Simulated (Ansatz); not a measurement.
## Relaxing a structure of CdAu

The start is a generated cell, CdAu built in the AFLOW prototype AB_hR6_160_3a_3a (as in SiC). The structure is fully relaxed (lattice and positions, P = 0) with PBEsol (plane waves to 420 eV, PAW, scalar-relativistic; Ansatz, a program for electronic structure). First-step values are on the input's coarse k-mesh.

Ansatz input (later rounds restart from its end on a renewed k-mesh):
Ansatz 0.2 input:
```yaml
crystal:
  lattice:
    - [1.8862747, 1.0890412, 9.2408258]
    - [-1.8862747, 1.0890412, 9.2408258]
    - [0, -2.1780824, 9.2408258]
  atoms:
    - { symbol: Au, position: [0, 0, 0] }
    - { symbol: Au, position: [0.22222, 0.22222, 0.22222] }
    - { symbol: Au, position: [0.77778, 0.77778, 0.77778] }
    - { symbol: Cd, position: [0.08333, 0.08333, 0.08333] }
    - { symbol: Cd, position: [0.30556, 0.30556, 0.30556] }
    - { symbol: Cd, position: [0.86111, 0.86111, 0.86111] }
basis: { ecutwfc: 420, ecutrho_ratio: 4, xc_grid: 2, fft_grid_basis: typed }
kpoints: { mp_grid: { grid: [10, 10, 10] } }
hamiltonian:
  xc: pbesol
  dispersion: none
  pseudopotentials: { kind: paw }
scf: { occupations: { method: fermi_dirac, width: 0.05 } }
relax: { f_tol: 0.01, max_steps: 100, cell: { stress_tol: 0.02 } }
output: { forces: true, stress: true }
```

Problem. What pressure does the first self-consistent step give?

Solution. +65.6 GPa (positive: the cell is compressed).

Problem. How much energy is released per atom?

Solution. 1.77 eV/atom.

Problem. How do the shortest distances between atoms change?

Solution. The closest pairs of elements (up to four, under 3.6 Å), start → end: Au–Cd 2.31 → 2.72 Å; Au–Au 3.77 → 3.08 Å; Cd–Cd 3.77 → 3.08 Å.

Problem. Is the relaxed structure metallic? Give its gap.

Solution. Zero (metallic).

Problem. What does it relax into? Give the structure.

Solution. 
```cif
data_Au9Cd9
_chemical_formula_sum 'Au9 Cd9'
_space_group_name_H-M_alt 'R3m :H'
_space_group_IT_number 160
_space_group_name_Hall 'R 3 -2"'
_cell_length_a 4.49043
_cell_length_b 4.49043
_cell_length_c 22.21352
_cell_angle_alpha 90.000
_cell_angle_beta 90.000
_cell_angle_gamma 120.000
loop_
_atom_site_label
_atom_site_type_symbol
_atom_site_symmetry_multiplicity
_atom_site_Wyckoff_symbol
_atom_site_fract_x
_atom_site_fract_y
_atom_site_fract_z
_atom_site_occupancy
Au1 Au 3 a 0.00000 0.00000 0.02531 1
Au2 Au 3 a 0.00000 0.00000 0.76686 1
Au3 Au 3 a 0.00000 0.00000 0.27433 1
Cd1 Cd 3 a 0.00000 0.00000 0.89032 1
Cd2 Cd 3 a 0.00000 0.00000 0.64442 1
Cd3 Cd 3 a 0.00000 0.00000 0.14876 1
```
(The calculation used a cell of 6 atoms; values per cell refer to that cell.)

The space group stays R3m (No. 160) (the run could not lower it), with 6 atoms in the primitive cell. Final values are on a 12×12×12 k-mesh of the relaxed cell. No spin polarisation in the result.

The run could not lose the symmetry of its start, so the end can be a saddle point.

The relaxed structure here is a generated cell of CdAu: the first start was made by placing the elements on the sites of a structure type, and the end was not matched to a known phase here, so it may be hypothetical.
